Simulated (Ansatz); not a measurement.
**Two Ansatz runs on Li$_{3}$Au**

The cell is the one relaxed in the Materials Project (mp-11247), not relaxed further here; entries there can be hypothetical.

First run: DFT, LDA, all-electron PAW with datasets made for the crystal, scalar-relativistic (Ansatz 0.2.0).

Command: `ansatz run input.yaml --threads 1 --pin off --max-ram 4096MiB --backend cpu --events-out ev --progress --plain --runs-dir out` The run took 13 s on 1 thread of Intel(R) Xeon(R) 6975P-C (Granite Rapids) (shared host).

```yaml
crystal:
  lattice:
    - [0.0, 3.1067225856, 3.1067225856]
    - [3.1067225856, 0.0, 3.1067225856]
    - [3.1067225856, 3.1067225856, 0.0]
  atoms:
    - { symbol: Li, position: [0.25, 0.25, 0.25] }
    - { symbol: Li, position: [0.5, 0.5, 0.5] }
    - { symbol: Li, position: [0.75, 0.75, 0.75] }
    - { symbol: Au, position: [0.0, 0.0, 0.0] }
kpoints:
  mp_grid: { grid: [11, 11, 11] }
  band_path:
    path:
      - [0.0, 0.0, 0.0]
      - [0.5, 0.0, 0.5]
      - [0.625, 0.25, 0.625]
      - [0.375, 0.375, 0.75]
      - [0.0, 0.0, 0.0]
      - [0.5, 0.5, 0.5]
      - [0.5, 0.25, 0.75]
      - [0.5, 0.0, 0.5]
    npoints: 8
scf:
  occupations: { method: fermi_dirac, width: 0.03 }
hamiltonian:
  xc: lda
  pseudopotentials: { kind: all_electron, datasets: crystal }
output:
  forces: true
  stress: true
  eigenvalues: true
  efg: { contact_densities: true }
```

Result: converged; pressure -2.09 GPa; no gap on the k mesh; 9 SCF iterations.

No spin–orbit coupling, which matters for the heavy atoms here.

A second run of a changed input logged this at its end:

```
Error: YAML parse error: `scf.occupations.method` is required: fixed only where the cell keeps a band gap throughout the run, explicit beside scf.occupations.values (under evaluate: without them), else a smearing such as fermi_dirac (scf.occupations.width is optional; its entry in the input reference gives the default)
```

What was wrong with the input?

No occupation method, by this change (others could give a like log):
```diff
@@ -23,5 +23,5 @@
     npoints: 8
 scf:
-  occupations: { method: fermi_dirac, width: 0.03 }
+  max_iter: 50
 hamiltonian:
   xc: lda
```
